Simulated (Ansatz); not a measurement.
H$_{4}$BrN:
```xyz
12
Lattice="5.6925 0.0000 0.0000 0.0000 5.6925 0.0000 0.0000 0.0000 4.0543" Properties=species:S:1:pos:R:3 pbc="T T T"
H      0.0000     4.8491     3.4599
H      3.6896     2.8462     3.4599
H      0.0000     0.8434     3.4599
H      2.0028     2.8462     3.4599
H      2.8462     3.6896     0.5944
H      0.8434     0.0000     0.5944
H      2.8462     2.0028     0.5944
H      4.8491     0.0000     0.5944
Br     0.0000     2.8462     2.1541
Br     2.8462     0.0000     1.9002
N      0.0000     0.0000     0.0000
N      2.8462     2.8462     0.0000
```

Relaxed with r²SCAN+D4. Special points in fractions of this cell's reciprocal vectors: Γ (0.000, 0.000, 0.000); X (0.000, 0.500, 0.000); M (0.500, 0.500, 0.000); Z (0.000, 0.000, 0.500); R (0.000, 0.500, 0.500); A (0.500, 0.500, 0.500).

List the band energies nearest the valence-band maximum at these points for r²SCAN+D4 in the plane-wave PAW code Ansatz.

In eV from the valence-band maximum; about four levels below and three above (degenerate sets whole), none deeper than 8.9 eV; points with the same levels are listed once.

```tsv
k	below	above
Γ	-0.07 -0.07 -0.04 0.00	4.93 6.19 7.48
X	-0.59 -0.59 -0.08 -0.08	6.73 6.73 8.43 8.43
M	-0.17 -0.17 -0.14 -0.14	7.85 7.85 8.84 8.84
Z	-1.34 -1.34 -1.32 -0.16 -0.16	7.79 8.48 8.67 8.67
R	-0.81 -0.81 -0.54 -0.54	7.33 7.33 8.42 8.42
A	-0.94 -0.94 -0.06 -0.06	6.40 6.40 7.33 7.33
```

Space group P4/nmm. The workflow started from a Materials Project entry (that database holds measured and hypothetical structures alike); the Crystallography Open Database files this formula in space group No. 129, but the cells were not matched. Its standing as an ambient phase is unchecked. Symmetry was held in the r²SCAN+D4 relaxation; phonons on a q-mesh show no instability. Spin–orbit coupling is left out wherever it is not named.

Potentials: the later of the program's two PAW sets.
